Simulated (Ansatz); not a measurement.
Method: Ansatz 0.2.0, DFT PBE, scalar-relativistic, plane waves, PAW. All cells share a 420 eV cutoff and Γ-centred k meshes spaced at most about 0.3 Å⁻¹ (about 0.25 or finer for metals, 2π included). Collinear spin in cells that started with moments and kept them past the coarse steps, no spin elsewhere.

Temperature and zero-point effects are left out.

Two relaxed structures of ScAl5:

A. (site moments Sc 0.2 μB)

Space group P4/mmm (No. 123). a = 2.938 Å, b = 2.938 Å, c = 12.180 Å, α = 90.00°, β = 90.00°, γ = 90.00°
| atom | site | symmetry | x | y | z |
| --- | --- | --- | --- | --- | --- |
| Sc | 1d | 4/mmm | 0.5000 | 0.5000 | 0.5000 |
| Al | 1a | 4/mmm | 0.0000 | 0.0000 | 0.0000 |
| Al | 2h | 4mm | 0.5000 | 0.5000 | 0.1625 |
| Al | 2g | 4mm | 0.0000 | 0.0000 | 0.3223 |

B. (no spin)

Space group Cmmm (No. 65). a = 4.083 Å, b = 12.332 Å, c = 4.095 Å, α = 90.00°, β = 90.00°, γ = 90.00°
```tsv
atom	site	symmetry	x	y	z
Sc	2c	mmm	0.5000	0.0000	0.5000
Al	2a	mmm	0.0000	0.0000	0.0000
Al	4i	m2m	0.0000	0.6699	0.0000
Al	4j	m2m	0.5000	0.6692	0.5000
```

Question: Which placement of the atoms is lower in energy, and by how much?

Answer: B is lower, by 129 meV/atom. The two share one framework of sites and differ in which element sits where. A has Sc and Al ordered on fcc sites, space group P4/mmm (No. 123), 17.5 Å³/atom and no gap on its mesh; B has Sc and Al ordered on fcc sites, space group Cmmm (No. 65), 17.2 Å³/atom and no gap. Counting all near atoms (those within 1.25 times the shortest distance at each site), A and B both have Sc 12, Al 12. Their magnetic states differ too. Both come from invented guesses.

Another magnetic order may lie lower. With atoms moved at random, Cmmm came back. Other cells relaxed within their symmetry can be saddle points.
